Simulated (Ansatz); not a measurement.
Input and command of a plane-wave DFT calculation in Ansatz:

```yaml
crystal:
  lattice:
    - [3.41325, 0.0, 0.0]
    - [0.0, 3.41325, 0.0]
    - [0.0, 0.0, 3.33]
  atoms:
    - { symbol: Cd, position: [0.5, 0.5, 0.5] }
    - { symbol: Ag, position: [0.0, 0.0, 0.0] }
basis:
  ecutwfc: 420
kpoints:
  mp_grid: { grid: [14, 14, 14] }
hamiltonian:
  xc: pbesol
scf:
  occupations: { method: gaussian, width: 0.15 }
output:
  forces: true
  stress: true
  eigenvalues: true
```

```bash
ansatz run input.yaml --threads 1 --pin off --max-ram 2560MiB --backend cpu --events-out ev --progress --plain --runs-dir out
```

Processor: Arm Neoverse V1, 1 thread, on a host shared with other jobs.

Q: Estimate time, memory and problem size.

A: About 12 s on 1 thread of Arm Neoverse V1, with other jobs on the host, peak memory 0.46 GiB. It solves 24 bands at 288 k points (the mesh reduced by symmetry) with about 743 plane waves, in 6 SCF iterations.
